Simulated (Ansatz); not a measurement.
Data:

AlP (NiAs type, P6_3/mmc), a = b = 3.604 Å, c = 5.776 Å, α = β = 90.00°, γ = 120.00°.

This is the PBE-relaxed structure.

Q: All from PBE in the plane-wave PAW code Ansatz, unless another level is named. Give the electronic character.

A: metallic (no gap).

Q: Predict the density of states at the Fermi level.

A: 0.17 states/eV per atom (mean over ±0.08 eV).

Q: Next, the formation energy from the elements (no fitted shifts)?

A: -0.38 eV/atom.

The start of the workflow was typed in or built on a structure type; neither database checked (COD, Materials Project) lists it. It is not the phase usual at ambient conditions (space group No. 216). The cell was relaxed with PBE under the symmetry of its start; its stability against distortions is not shown here. The references are the lowest solids computed at this level, not always the standard phases.

Potentials: the earlier of the program's two PAW sets.
